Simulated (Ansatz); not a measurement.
# Rocksalt alloy of MgO and ZnO (18 of 32 Mg sites exchanged), 64 atoms

Ansatz, PAW, plane waves. PBEsol relaxation of volume and atoms (shape held) at the single k point (¼, ¼, ¼) without its symmetry partners; single points on the relaxed atoms at the Γ point alone, onto which points of the small cell's zone fold. Arrangement: random. No spin–orbit coupling unless named.

Relaxed structure:

```
CELL_PARAMETERS angstrom
8.48737 0.00000 0.00000
0.00000 8.48737 0.00000
0.00000 0.00000 8.48737
ATOMIC_POSITIONS crystal
O 0.25068 0.99998 0.00168
O 0.25178 0.99994 0.49758
O 0.25111 0.50000 0.00149
O 0.25045 0.49982 0.49669
O 0.74966 0.99984 0.99856
O 0.74676 0.00008 0.50233
O 0.75027 0.49984 0.99951
O 0.74970 0.50007 0.49957
O 0.00264 0.25029 0.99909
O 0.99719 0.25267 0.49955
O 0.00265 0.74960 0.99725
O 0.99797 0.74754 0.50154
O 0.49898 0.24995 0.99923
O 0.50208 0.25028 0.49958
O 0.49888 0.74974 0.00071
O 0.50292 0.74973 0.49692
O 0.00200 0.00188 0.25020
O 0.99769 0.99985 0.74948
O 0.00282 0.49794 0.25188
O 0.00046 0.49973 0.74691
O 0.49745 0.99776 0.25213
O 0.50160 0.99974 0.74764
O 0.49808 0.50205 0.25212
O 0.50009 0.49996 0.74753
O 0.24710 0.24943 0.24593
O 0.24789 0.24959 0.75131
O 0.25275 0.75007 0.24599
O 0.24830 0.75017 0.75123
O 0.75214 0.24984 0.25116
O 0.75264 0.24731 0.74766
O 0.74912 0.75029 0.25085
O 0.75312 0.75250 0.74779
Zn 0.00040 0.99998 0.99968
Zn 0.99906 0.00020 0.50005
Zn 0.00074 0.49978 0.99955
Zn 0.49994 0.99975 0.00007
Zn 0.50058 0.50003 0.99958
Zn 0.24927 0.25006 0.49873
Zn 0.25063 0.74987 0.49859
Zn 0.75035 0.25002 0.99930
Zn 0.75085 0.74980 0.99920
Zn 0.24992 0.99989 0.74952
Zn 0.25019 0.49989 0.74936
Zn 0.74958 0.99995 0.25015
Zn 0.75020 0.49994 0.24994
Zn 0.75069 0.49997 0.74913
Zn 0.00084 0.74975 0.24923
Zn 0.49964 0.24991 0.24951
Zn 0.50050 0.24982 0.74930
Zn 0.50083 0.74997 0.74893
Mg 0.00058 0.50029 0.49925
Mg 0.49902 0.00019 0.50010
Mg 0.49972 0.49975 0.50020
Mg 0.25138 0.24979 0.99844
Mg 0.25084 0.74994 0.99831
Mg 0.74956 0.24985 0.49932
Mg 0.75061 0.75028 0.49914
Mg 0.24947 0.99978 0.24968
Mg 0.25038 0.49988 0.24888
Mg 0.74941 0.99990 0.75118
Mg 0.99924 0.24962 0.24867
Mg 0.00035 0.24994 0.74969
Mg 0.00069 0.75001 0.74963
Mg 0.50131 0.74991 0.24837
```

Task: What are the mean bond lengths by pair (pairs within 1.2 times the sum of covalent radii, less contacts 15 % beyond the pair's median; cation–cation pairs of compounds aside; long ionic contacts are cut short by that bound)?

Result: Mg–O 2.109 ± 0.010 Å (standard deviation, 84 bonds); O–Zn 2.132 ± 0.010 Å (standard deviation, 108 bonds).

Task: What gap lies between the top filled and the lowest empty level in the single points?

Result: HSE06 3.78 eV (9.7 s on NVIDIA GB200); r²SCAN 2.61 eV (2.5 s on NVIDIA GB200).
